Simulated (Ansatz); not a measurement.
Ca3Hg: what symmetry allows forces and stress to be

```
Ca Hg
1.0
     4.92826    0.00000    0.00000
     0.00000    5.23427    0.00000
     0.00000    0.00000    5.23427
Ca Hg
3 1
Cartesian
  2.4641 0.0000 0.0000
  -0.3416 0.0000 2.6171
  0.3416 2.6171 0.0000
  2.4641 2.6171 2.6171
```

Theory: DFT PBEsol, scalar-relativistic, plane waves, PAW (Ansatz).

Cutoff 420 eV; k points 8×8×8 on the computed 4-atom cell (Γ-centred); Gaussian smearing, width 0.10 eV; no spin polarisation.

This distorted cell has space group P-4m2, with 8 operations.

Question: Without a calculation: in which directions can each atom feel a force?

Answer: A force must be left unchanged by every operation that keeps its atom in place, so it lies in the space that those operations leave fixed. Atoms that the group maps onto each other feel forces of one size.
| atom | site symmetry | operations at the site | equivalent to atom | allowed force (Cartesian) |
| --- | --- | --- | --- | --- |
| Ca1 | -4m2 | 8 | 1 | none |
| Ca2 | 2mm. | 4 | 2 | along (1.00, 0.00, 0.00) |
| Ca3 | 2mm. | 4 | 2 | along (1.00, 0.00, 0.00) |
| Hg4 | -4m2 | 8 | 4 | none |

That leaves 1 independent force component of 12. A relaxation in this cell that keeps the symmetry moves the atoms in these directions alone.

Question: And the stress tensor?

Answer: It must be invariant under the point group, which leaves 2 independent components: yz, xz, xy vanish; yy = zz.

Question: Do the computed values obey this?

Answer: Yes. Forces (eV/Å):
```
Ca1  0.000  0.000  0.000
Ca2  0.523  0.000  0.000
Ca3 -0.523  0.000  0.000
Hg4  0.000  0.000  0.000
```

Stress (GPa, compression positive, xx yy zz yz xz xy): -1.50 -1.52 -1.52 0.00 0.00 0.00. The program imposes the same operations on density, forces and stress, so this confirms the analysis and is no independent test of the calculation.

Spin–orbit coupling is left out, which can shift energies with elements as heavy as these.